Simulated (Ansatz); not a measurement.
## TiPd3: pressure against volume

A database entry relaxed whole under r2SCAN (Pm-3m):

```yaml
crystal:
  lattice:
    - [3.89539, 0.00000, 0.00000]
    - [0.00000, 3.89539, 0.00000]
    - [0.00000, 0.00000, 3.89539]
  atoms:
    - { symbol: Ti, position: [0.00000, 0.00000, 0.00000] }
    - { symbol: Pd, position: [0.00000, 0.50000, 0.50000] }
    - { symbol: Pd, position: [0.50000, 0.00000, 0.50000] }
    - { symbol: Pd, position: [0.50000, 0.50000, 0.00000] }
```

The cell was scaled uniformly, its shape held, and the atoms relaxed at each volume with plane-wave PAW DFT (Ansatz 0.2.0; r2SCAN, 500 eV, 9×9×9 Γ-centred mesh, fermi-dirac occupations of width 0.100 eV; no spin, no spin-orbit coupling). One row is withheld.

| volume (Å³/atom) | energy over the lowest (meV/atom) | pressure (GPa) |
| --- | --- | --- |
| 13.891 | 36.6 | 14.29 |
| 14.186 | 15.5 | 8.95 |
| 14.482 | 3.6 | 4.23 |
| 14.777 | 0.0 | 0.04 |
| 15.073 | 3.7 | -3.66 |
| 15.368 | ? | ? |
| 15.664 | 29.6 | -9.84 |

Problem. Fit the pressures of the other rows to the third-order Birch-Murnaghan form.

Solution. With f = [(V₀/V)^(2/3) − 1]/2 and P = 3B₀f(1 + 2f)^(5/2)[1 + 3(B₀′ − 4)f/2], least squares gives V₀ = 14.78 Å³ an atom, B₀ = 196 GPa and B₀′ = 5.1; the rows miss the fit by less than 0.01 GPa. The slope of the energies differs from these pressures by 0.16 GPa, since they are taken to zero smearing while pressures follow the free energy.

Problem. What does the withheld row hold?

Solution. The fit gives -6.94 GPa at 15.368 Å³; the run gave -6.94 GPa and 13.8 meV an atom.

Caveats: the shape of the cell was held; 0 K, fixed nuclei; the symmetry was kept, and this need not be the phase that is stable at 0 K; one mesh for all volumes; the relaxed cell lies far from the entry, by an error of the functional or of the entry; pressure is positive in compression.
